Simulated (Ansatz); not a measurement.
Compressing NbReSi: a fit and a missing row

NbReSi, P-62m, a = 6.817 Å, c = 3.277 Å. The structure is a Materials Project entry; whether it is the stable form wasn't checked. Ansatz: PBEsol, PAW, 420 eV, Γ-centred 6×6×12 mesh on 9 atoms, Gaussian smearing 0.10 eV; no spin polarisation. Shape and atoms are relaxed at each volume; pressure is positive in compression.

| V (Å³/atom) | P (GPa) |
| --- | --- |
| 12.897 | ? |
| 13.336 | 30.02 |
| 13.776 | 18.42 |
| 14.216 | 8.49 |
| 14.655 | 0.00 |
| 15.095 | -7.25 |
| 15.535 | -13.43 |
| 16.121 | -20.25 |

Problem. Take V0 = 14.655 Å³/atom, fit the third-order Birch–Murnaghan form to the other rows, and predict the missing pressure.

Solution. With the Eulerian strain f = ½[(V0/V)^(2/3) − 1] and y = P/[3f(1 + 2f)^(5/2)], the form is the line y = B0 + 1.5 B0 (B0′ − 4) f. Rows (f, y): 0.03245, 263.5; 0.02105, 263.1; 0.01024, 262.7; -0.00976, 260.1; -0.01907, 258.7; -0.03079, 257.0. Means f = 0.0006867, y = 260.85; Σ(Δf)² = 0.003005, ΣΔfΔy = 0.3192; the slope is their ratio. y = 260.8 + 106.2 f GPa, so B0 = 260.8 GPa and B0′ = 4 + 2 × (106.2)/(3 × 260.8) = 4.27. At V = 12.897, f = 0.04446, y = 265.52 and P = 43.82 GPa. The run gave 43.68 GPa, so the fit is 0.14 GPa too high, a small miss on the scale of the series.

Spin–orbit coupling is left out, which can shift energies with elements as heavy as these.